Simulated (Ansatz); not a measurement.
BAs (zinc blende, space group No. 216), PBE in the plane-wave PAW code Ansatz, all energies at zero smearing, with the estimated change up to a 700 eV cutoff added, with one set of potentials and settings (totals compare only within such a set). Cell of 2 atoms (1 As, 1 B): -5012.107 eV.

```json
[
 {"element": "As", "reference phase": "R-3m, 2 atoms in the cell", "E (eV/atom)": "-4856.1377"},
 {"element": "B", "reference phase": "R-3m, 12 atoms in the cell", "E (eV/atom)": "-155.9161"}
]
```

Formation energy per atom, worked out: (-5012.107 − 1×(-4856.1377) − 1×(-155.9161))/2 = -0.027 eV/atom (-3 kJ per mol of atoms), at 0 K, without zero-point energy or fitted corrections.

Space group F-43m (zinc blende). The cell was relaxed with PBE under the symmetry of its start; phonons on a q-mesh show no instability. The references are the lowest solids computed at this level, not always the standard phases.

Potentials: the later of the program's two PAW sets.
